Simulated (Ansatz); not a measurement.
HfO2 (baddeleyite type, space group P2_1/c)

```
HfO2
1.0
    5.11418     0.00000     0.00000
    0.00000     5.18192     0.00000
   -0.87081     0.00000     5.22378
Hf O
4 8
Cartesian
  1.23120   0.21690   1.08790
  3.44758   2.80785   1.52399
  3.01217   4.96502   4.13588
  0.79579   2.37406   3.69979
  0.05864   1.72952   1.79713
  4.62014   4.32047   0.81476
  4.18473   3.45240   3.42666
 -0.37677   0.86144   4.40902
  1.87434   3.92616   2.49945
  2.80443   1.33520   0.11244
  2.36903   1.25576   2.72433
  1.43894   3.84672   5.11134
```

The volume is varied about the relaxed value V₀ at fixed cell shape. The atoms relax within the cell's symmetry.

All values below come from r2SCAN (plane waves to 500 eV, PAW, scalar-relativistic; Ansatz, a quantum-chemistry and plane-wave program). k mesh 5×5×5 (Γ-centred), Fermi-Dirac smearing 0.05 eV. Stress and pressure are positive under compression. HfO2 is run without spin polarisation. HfO2 was relaxed with its symmetry unable to fall. Spin-orbit coupling is left out, though Hf is heavy. The PAW data are Ansatz's earlier set.

At one point of the scan the stress tensor (GPa) is:

```
   14.1      0.0      2.0
    0.0     19.0      0.0
    2.0      0.0     11.4
```

Question: Which point is it?
(A) V/V₀ = 0.904
(B) V/V₀ = 0.968
(C) V/V₀ = 0.872
(D) V/V₀ = 0.936

Answer: D, V/V₀ = 0.936

(Under strain, the slope of the energy per volume gives the stress and its curvature an elastic modulus.)
